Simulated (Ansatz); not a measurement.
A: Si (diamond), a = b = c = 5.444 Å, α = β = γ = 90.00°
B: CdS (zinc blende), a = 5.8778 Å, b = 5.8778 Å, c = 5.8778 Å, α = 90.00°, β = 90.00°, γ = 90.00°
C: Mo (bcc, W type), a = 3.1506 Å, b = 3.1506 Å, c = 3.1506 Å, α = 90.00°, β = 90.00°, γ = 90.00°

Scan: energy over volume and axial ratio (atoms clamped). All come from one method, each on a k mesh of its own. All were relaxed with their symmetry unable to fall. Mo is run without spin polarisation.

Question: Rank these by shear modulus C′ = (C11 − C12)/2 (fitted) (highest first), as r2SCAN (plane waves to 500 eV, PAW, scalar-relativistic; Ansatz, a program for electronic structure) gives it.

Answer: C (156 GPa), A (53 GPa), B (9 GPa)

(A scan under strain: stresses follow from slopes of the energy per volume, elastic moduli from its curvatures.)
